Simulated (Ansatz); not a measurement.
Task: Rh (diamond, Fd-3m) is relaxed with plane-wave PAW r²SCAN (Ansatz code). What lattice parameters of the conventional cell result?

Result: a = 5.460 Å.

The start of the workflow was typed in or built on a structure type; neither database checked (COD, Materials Project) lists it. It is not the phase usual at ambient conditions (space group No. 225). Symmetry was held in the r²SCAN relaxation. At this level the phase is mechanically unstable. The workflow began spin-polarised and lost its moments.

Potentials: the later of the program's two PAW sets.
